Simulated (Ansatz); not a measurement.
A geometry of Al away from equilibrium: the start of the relaxation of a relaxed Al cell displaced along its unstable phonon at q = (½, ½, 0) of its primitive reciprocal cell (115i cm⁻¹), largest move 0.15 Å. Calculation: r2SCAN (plane waves to 500 eV, PAW, scalar-relativistic; Ansatz, a quantum-chemistry and plane-wave program). Γ-centred k-mesh 15×15×15 on the run's cell (coarser than for final values), Fermi–Dirac smearing 0.05 eV.

```xyz
2
Lattice="-3.4084 3.4084 2.8071 0.0000 0.0000 2.8071 1.7042 1.7042 -1.4036" Properties=species:S:1:pos:R:3 pbc="T T T"
Al    -0.1061    -0.1061     0.0000
Al     0.1061     3.5145     2.8071
```

Give the Cartesian forces on all atoms (eV/Å).


| atom | Fx | Fy | Fz |
|---|---|---|---|
| Al1 | -0.12 | -0.12 | 0.00 |
| Al2 | 0.12 | 0.12 | 0.00 |

What is the pressure?

-0.3 GPa, compression positive.

No spin polarisation in the result.

The run could not lose the symmetry of its start, so the end can be a saddle point.

The end of the path is a generated cell of Al: the first start was made by placing the elements on the sites of a structure type, and the end was not matched to a known phase here, so it may be hypothetical. Known forms of Al include space group No. 225.
